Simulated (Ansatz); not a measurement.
# KVF3 (Pm-3m): energy against total spin moment

Level of theory: LDA+U, U_eff = 3.0 eV (Dudarev form) on V d, fully localised double counting, collinear spin, scalar-relativistic, 420 eV, PAW set soft_2 (made for PBE), 5×5×5 mesh, Gaussian smearing of 0.05 eV; plane-wave PAW code Ansatz.

```
CELL_PARAMETERS angstrom
4.13100 0.00000 0.00000
0.00000 4.13100 0.00000
0.00000 0.00000 4.13100
ATOMIC_POSITIONS crystal
K 0.00000 0.00000 0.00000
V 0.50000 0.50000 0.50000
F 0.50000 0.50000 0.00000
F 0.00000 0.50000 0.50000
F 0.50000 0.00000 0.50000
```

The structure is that of a cell as deposited in COD, unrelaxed.

Cell and atoms stay fixed. The reference is a free state that was started with parallel moments (start: symmetry kept, no search) and keeps them. It has 3 d electrons in filled orbitals, 3 of them unpaired, the high-spin filling, a gap of 1.90 eV and a whole-number cell moment of 3 μB, as a collinear insulator must have; cell moment 3.00 μB, site moments in spheres V 2.22 μB, shell filling V 3↑ 0↓, 3.54 e. A natural orbital (eigenvector of a shell's occupation matrix) is counted as filled above 0.75 (0.9 in a metal) and as partly filled from 0.35 up to that; ↑ and ↓ are the spin channels. The formal moment from which the starts were built is 3 μB a cell. The total moment M = N↑ − N↓ was then locked, each spin with its own Fermi level. Locks at 70 % of the formal moment or more started from the reference's natural orbitals, filled by rank with the formal electron count; the others from atoms with scaled moments, and the lock at zero from atoms without moments.

| M (μB/cell) | ΔE (meV/atom) | ΔE (eV/cell) | site moments (μB) | shell filling | E_F↑ − E_F↓ (eV) | flags |
| --- | --- | --- | --- | --- | --- | --- |
| 0.00 | 620.6 | 3.10 | under 0.05 | V 0↑(+3 partly) 0↓(+3 partly), 3.66 e | 0.00 | – |
| 0.75 | 581.2 | 2.91 | V 0.58 | V 0↑(+3 partly) 0↓(+3 partly), 3.65 e | -1.11 | – |
| 3.30 | 222.2 | 1.11 | V 2.26; F 0.08 | V 3↑ 0↓, 3.58 e | 7.67 | – |

ΔE counts from the reference.

Problem. What does a lock at M = 2.70 μB give?

Solution. ΔE = 96.8 meV/atom (0.48 eV per cell), site moments V 2.13 μB, filling V 3↑ 0↓, 3.46 e.

Turning one electron's spin changes M by 2 μB. From the reference, going to 3.30 μB turns 0.15 electrons from spin down to up and costs 1.11 eV, or 7.41 eV per electron turned; going to 2.70 μB turns 0.15 electrons from spin up to down and costs 0.48 eV, or 3.23 eV per electron turned. In a gapped state the first turned electron must leave a filled band of one spin for an empty band of the other, so E(M) has a kink at the free moment. Where both spins are metallic, the slope dE/dM is half the difference of the two Fermi levels, 3.83 eV/μB at M = 3.30 μB. A straight line of that slope from the reference gives 3.83 × 0.30 = 1.150 eV, against 1.111 eV found, near that line and not at half of it as for a parabola: the mark of a kink.

At M = 0.00, 0.75 μB the count of filled and partly filled orbitals of each spin differs from the reference's, which may be the change of moment itself or a change of state.

At M = 3.30 μB the shells keep most of their moment (N↑ − N↓ summed over them changes by 0.07), so the lock is met mostly by polarising the anion and conduction bands.

For M = 0.00 μB: With J = 0 the Hubbard energy is (U/2) Σ λ(1 − λ), a penalty on fractional natural occupations. The sums Σ λ(1 − λ) over the cell's shells are 0.51 for the reference and 1.88 for the locked state, which at U/2 = 1.50 eV give 0.77 and 2.82 eV per cell. Of the difference of 3.10 eV per cell, the Hubbard term gives 2.05 eV and all other terms 1.05 eV. The other terms are taken on each state's own density, so they aren't the result of a run without U.

In the reference the fixed cell carries a pressure of -4.1 GPa (the cell is larger than this level of theory would relax to); relaxing would change energies and could change the order of close states.

With one V ion in the cell, V moments can't oppose each other.

The points needn't share one orbital state, so they needn't lie on one smooth curve, and a lower state can't be excluded at any of them. For metallic states the mesh is coarse, so energy differences carry some meV/atom. U is one value of a scan, not fitted to this compound, so the states needn't resemble the real material's. Gaps are Kohn–Sham gaps over the k-mesh alone and may be smaller between its points. Site moments are integrated in small spheres and here fall short of the shell's N↑ − N↓.
